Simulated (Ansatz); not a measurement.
PtS in space group P4_2/mmc (No. 131; Pt on 2c, S on 2e), the program Ansatz at the LDA level (PAW), all energies at zero smearing, with the estimated change up to a 700 eV cutoff added, with one set of potentials and settings (totals compare only within such a set). Cell of 4 atoms (2 Pt, 2 S): -26230.921 eV.

```
element             reference phase  E (eV/atom)
-------  --------------------------  -----------
Pt       Fm-3m, 1 atoms in the cell  -12244.9860
S        Fddd, 32 atoms in the cell    -869.4931
```

Formation energy per atom, worked out: (-26230.921 − 2×(-12244.9860) − 2×(-869.4931))/4 = -0.491 eV/atom (-47 kJ per mol of atoms), at 0 K, without zero-point energy or fitted corrections.

The workflow started from a Materials Project entry (that database holds measured and hypothetical structures alike); the Crystallography Open Database files this formula in space group No. 131, but the cells were not matched. Whether it is the stable phase at ambient conditions was not checked. Symmetry was held in the LDA relaxation; its stability against distortions is not shown here. No spin polarisation was allowed. The references are the lowest solids computed at this level, not always the standard phases. Spin–orbit coupling is left out wherever it is not named.

Potentials: the later of the program's two PAW sets.
